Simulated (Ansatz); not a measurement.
ZnO:
```
CELL_PARAMETERS angstrom
      3.20276     0.00000     0.00000
     -1.60138     2.77367     0.00000
      0.00000     0.00000     5.84714
ATOMIC_POSITIONS crystal
  Zn 0.00000 0.00000 0.75000
  Zn 0.00000 0.00000 0.25000
  O  0.33333 0.66667 0.25000
  O  0.66667 0.33333 0.75000
```

Relaxed with LDA. Special points in fractions of this cell's reciprocal vectors: Γ (0.000, 0.000, 0.000); M (0.500, 0.000, 0.000); K (0.333, 0.333, 0.000); A (0.000, 0.000, 0.500); L (0.500, 0.000, 0.500); H (0.333, 0.333, 0.500).

List the band energies nearest the valence-band maximum at these points for LDA in the plane-wave PAW code Ansatz.

In eV from the valence-band maximum; about four levels below and three above (degenerate sets whole), none deeper than 8.9 eV; … stands for higher levels left out; points with the same levels are listed once.

```
k                          below        above
-  -----------------------------  -----------
Γ          -0.04 -0.04 0.00 0.00  0.70 4.63 …
M        -2.26 -1.94 -1.27 -1.17  4.25 5.52 …
K  -4.20 -4.20 -3.13 -0.95 -0.95  4.01 6.36 …
A        -0.02 -0.02 -0.02 -0.02  2.43 2.43 …
L        -2.10 -2.10 -1.06 -1.06  4.65 4.65 …
H        -4.18 -4.18 -0.87 -0.87  5.47 5.47 …
```

Space group P6_3/mmc. The first step of the workflow began from a Materials Project structure, measured or hypothetical; the Crystallography Open Database copy checked does not list it. It is not the phase usual at ambient conditions (space group No. 186). The LDA relaxation kept the symmetry of its start; phonons show weakly imaginary modes. A crystal of weakly bound layers computed without a dispersion correction: the cell and the soft elastic constants depend strongly on that.

Potentials: the later of the program's two PAW sets.
